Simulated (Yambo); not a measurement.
Yambo run on Sr2H3I (space group P-3m1, No. 164). The wavefunctions come from this Quantum ESPRESSO step (PBEsol, PseudoDojo standard norm-conserving files, scalar-relativistic):

```
&CONTROL
  calculation = 'nscf'
  pseudo_dir = './pseudo'
  outdir = './out'
/
&SYSTEM
  ibrav = 0
  nat = 6
  ntyp = 3
  ecutwfc = 72.0
  ecutrho = 288.0
  occupations = 'fixed'
  force_symmorphic = .true.
  nbnd = 215
/
&ELECTRONS
  conv_thr = 6.000000000000001e-09
  diago_full_acc = .true.
  diago_thr_init = 1e-08
/
ATOMIC_SPECIES
H 1.0080 H.upf
Sr 87.6200 Sr.upf
I 126.9045 I.upf
CELL_PARAMETERS angstrom
  4.242730017000   0.000000000000   0.000000000000
 -2.121365008000   3.674311976000   0.000000000000
  0.000000000000   0.000000000000   7.682750000000
ATOMIC_POSITIONS crystal
H   0.000000000000   0.000000000000   0.500000000000
H   0.666666667000   0.333333333000   0.357250000000
H   0.333333333000   0.666666667000   0.642750000000
Sr   0.666666667000   0.333333333000   0.678660000000
Sr   0.333333333000   0.666666667000   0.321340000000
I   0.000000000000   0.000000000000   0.000000000000
K_POINTS automatic
3 3 2 0 0 0
```

Yambo input:

```
rim_cut
gw0
dyson
el_el_corr
HF_and_locXC
ppa
em1d
RandQpts= 1000000
RandGvec= 1 Ry
EXXRLvcs= 72 Ry
VXCRLvcs= 288 Ry
Chimod= "HARTREE"
% BndsRnXp
 1 | 214 |
%
NGsBlkXp= 8 Ry
% LongDrXp
 1.0 | 1.0 | 1.0 |
%
PPAPntXp= 27.2114 eV
% GbndRnge
 1 | 214 |
%
GTermKind= "BG"
DysSolver= "n"
ExtendOut
% QPkrange
 2 | 2 | 15 | 16 |
 5 | 5 | 15 | 16 |
%
```

k points by index: 2 = A, 5 = K.

Table of the .qp output:

```
#    K-point    Band    Eo [eV]    E [eV]    E-Eo [eV]    Vxc [eV]    Vnlxc [eV]    Sc|Eo [eV]    Sc|E [eV]    dSc/dw|Eo [eV]    Re(Z)    Im(Z)
#
    2    15    0.000000    -1.132161    -1.132161    -10.99573    -13.64809    1.225359    1.520200    -7.085838    0.793396    -0.001496
    2    16    2.448600    2.934609    0.486009    -8.345773    -4.005274    -3.757521    -3.854490    -5.427996    0.833696    -0.001119
    5    15    -2.625128    -3.871892    -1.246764    -11.08053    -14.62224    1.960835    2.294945    -7.290173    0.788687    -0.003166
    5    16    1.991670    2.583966    0.592296    -9.038456    -4.523650    -3.798652    -3.922510    -5.689141    0.827079    -0.001251
```
(The two width columns are left out.) Convergence of these settings isn't established.

Spin-orbit coupling is not included.

Geometry of the Materials Project entry, not relaxed at this level.

The structure is a Materials Project entry; no match was found in the copy of COD used, and its stability was not checked.
